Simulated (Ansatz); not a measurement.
Calculated with Ansatz: Ga5H9, relaxation

Run with:

```bash
ansatz run input.yaml --threads 2 --pin off --max-ram 2560MiB --backend cpu --events-out ev --progress --plain --runs-dir out
```

Input:

```yaml
crystal:
  lattice:
    - [0.0, 0.0, 6.350812]
    - [4.226005, -4.226005, 3.175406]
    - [4.226005, 4.226005, -3.175406]
  atoms:
    - { symbol: Ga, position: [0.202, 0.0, 0.0] }
    - { symbol: H, position: [0.092, 0.328, 0.328] }
    - { symbol: H, position: [0.42, 0.672, 0.328] }
    - { symbol: H, position: [0.092, 0.672, 0.672] }
    - { symbol: H, position: [0.764, 0.328, 0.672] }
    - { symbol: H, position: [0.427, 0.0, 0.0] }
    - { symbol: Ga, position: [0.0, 0.175, 0.175] }
    - { symbol: Ga, position: [0.175, 0.825, 0.175] }
    - { symbol: Ga, position: [0.0, 0.825, 0.825] }
    - { symbol: Ga, position: [0.825, 0.175, 0.825] }
    - { symbol: H, position: [0.971, 0.0, 0.272] }
    - { symbol: H, position: [0.971, 0.728, 0.0] }
    - { symbol: H, position: [0.699, 0.0, 0.728] }
    - { symbol: H, position: [0.699, 0.272, 0.0] }
  symmetry: { tolerance: 0.0003 }
kpoints:
  mp_grid: { grid: [5, 5, 5], shift: [0, 0, 0] }
magnetization:
  spin_polarized: false
scf:
  occupations: { method: gaussian, width: 0.0227 }
  lower_state_search: "off"
hamiltonian:
  pseudopotentials: { kind: paw }
  xc: r2scan
basis:
  ecutwfc: 500
  fft_grid_basis: typed
relax:
  max_steps: 40
  f_tol: 0.03
output:
  forces: true
  stress: true
  eigenvalues: true
  populations: true
  elf: true
  write_potential: true
  volumetric_format: npy
  dos:
    e_range: [-12, 8]
    de: 0.05
    projected: { site_lists: { Ga: [Ga], H: [H] } }
  bader: false
checkpoint:
  read: saved_state
```

Origin of the cell: a known structure type with other elements, at an estimated volume, so it need not be a known compound.

The saved state is a converged single point of the same cell.

Steps:

| step | ΔF (meV/atom) | max force component (eV/Å) | SCF iterations | step was |
| --- | --- | --- | --- | --- |
| 1 | 0.0 | 19.201 | 6 | accepted |
| 2 | -606.3 | 4.033 | 7 | accepted |
| 3 | -774.0 | 1.769 | 6 | accepted |
| 4 | -820.5 | 1.262 | 6 | accepted |
| 5 | -869.2 | 0.276 | 6 | accepted |
| 6 | -873.4 | 0.206 | 6 | accepted |
| 7 | -874.6 | 0.142 | 5 | accepted |
| 8 | -874.8 | 0.043 | 4 | accepted |
| 9 | -874.8 | 0.016 | 5 | accepted |

Before:

Space group I4mm (No. 107); the run's cell has a = 6.351 Å, b = 6.768 Å, c = 6.768 Å, α = 102.72°, β = 117.98°, γ = 62.02°. Shortest distances: Ga–H 1.42 Å, Ga–Ga 1.96 Å, H–H 2.30 Å.

After:

Space group I4mm (No. 107); the run's cell has a = 6.351 Å, b = 6.768 Å, c = 6.768 Å, α = 102.72°, β = 117.98°, γ = 62.02°. Shortest distances: Ga–H 1.52 Å, H–H 1.77 Å, Ga–Ga 2.49 Å.

```
CELL_PARAMETERS angstrom
0.00000 0.00000 6.35081
4.22600 -4.22600 3.17541
4.22600 4.22600 -3.17541
ATOMIC_POSITIONS crystal
Ga 0.28998 0.00000 0.00000
H 0.00662 0.39547 0.39547
H 0.40209 0.60453 0.39547
H 0.00662 0.60453 0.60453
H 0.61115 0.39547 0.60453
H 0.52898 0.00000 0.00000
Ga 0.02390 0.21564 0.21564
Ga 0.23954 0.78436 0.21564
Ga 0.02390 0.78436 0.78436
Ga 0.80825 0.21564 0.78436
H 0.99275 0.00000 0.28750
H 0.99275 0.71250 0.00000
H 0.70524 0.00000 0.71250
H 0.70524 0.28750 0.00000
```

```
Free energy lowered by                                                                 : 874.8 meV/atom
Final pressure                                                                         : 0.62 GPa
Relaxation steps listed                                                                : 9
Formation energy (elements under the same functional, gases as molecules, uncorrected) : 0.226 eV/atom
Gap on the mesh                                                                        : 2.82 eV
```

Caveats: the SCF threshold is looser than advised for a stress; the given cell is far from equilibrium, with atoms too close or a volume far off; the relaxation held the start's symmetry, so the end may be a saddle point.

It ran for 200 s of wall time on 2 CPU thread(s) of a shared host, from a saved density.
